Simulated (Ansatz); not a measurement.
SiC (wurtzite)

```xyz
4
Lattice="3.0920 0.0000 0.0000 -1.5460 2.6777 0.0000 0.0000 0.0000 5.0743" Properties=species:S:1:pos:R:3 pbc="T T T"
Si     1.5460     0.8926     0.0026
Si     0.0000     1.7851     2.5398
C      1.5460     0.8926     3.1698
C      0.0000     1.7851     0.6327
```

Scan: atom 2 (Si, nearest neighbour C at 1.893 Å; its periodic images, 3.1 Å or more away, move with it) is displaced towards the nearest neighbour, direction (0.000, 0.943, 0.333) in Cartesian axes, by s. The other atoms stay.

These are PBE (plane waves to 420 eV, PAW, scalar-relativistic; Ansatz, a program for electronic structure) values and carry that method's errors. k mesh 10×10×5 (Γ-centred), Fermi-Dirac smearing 0.05 eV. F∥ is the force on the atom along that direction. F⊥ is the part of the force across the line. SiC was relaxed with its symmetry unable to fall. 

| s (Å) | F∥ (eV/Å) | |F⊥| (eV/Å) |
|---|---|---|
| -0.190 | ? | 0.478 |
| -0.152 | 2.317 | 0.371 |
| -0.114 | ? | 0.270 |
| -0.076 | 1.335 | 0.175 |
| -0.038 | 0.715 | 0.085 |
| 0.000 | 0.000 | 0.000 |
| 0.038 | -0.818 | 0.082 |
| 0.076 | -1.750 | 0.160 |
| 0.114 | -2.808 | 0.236 |
| 0.152 | -4.009 | 0.310 |
| 0.190 | -5.372 | 0.383 |

What belongs in the gaps?


- -0.190, F∥ (eV/Å): 2.690
- -0.114, F∥ (eV/Å): 1.867

(A displaced cell: forces are minus the slopes of the energy, force constants its curvatures, and phonons follow from these.)
